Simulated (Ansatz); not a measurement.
NbSiO in space group P4/nmm (No. 129; Nb on 2c, Si on 2a, O on 2c) at seven volumes, DFT-PBE in the program Ansatz with PAW potentials, shape and atoms relaxed at each. One row is withheld.

```tsv
V (Å³/atom)	P (GPa)
11.337	22.06
11.711	13.45
12.084	6.17
12.458	0.00
12.832	-5.23
13.206	-9.60
13.579	?
```

**Question.** Fit the shown pressures and predict the withheld one.

**Answer.** Third-order Birch–Murnaghan: P = (3/2)B₀(x^(7/2) − x^(5/2))[1 + (3/4)(B′ − 4)(x − 1)] with x = (V₀/V)^(2/3). Least squares on the six rows gives V₀ = 12.458 Å³/atom, B₀ = 188.5 GPa, B′ = 4.57. At V = 13.579, x = 0.9442 and P = -13.35 GPa. The run itself gave -13.25 GPa.

The start of the workflow was typed in or built on a structure type; neither database checked (COD, Materials Project) lists it. Its standing as an ambient phase is unchecked. Symmetry was held in the PBE relaxation; its stability against distortions is not shown here. The workflow began spin-polarised and lost its moments.

Potentials: the later of the program's two PAW sets.
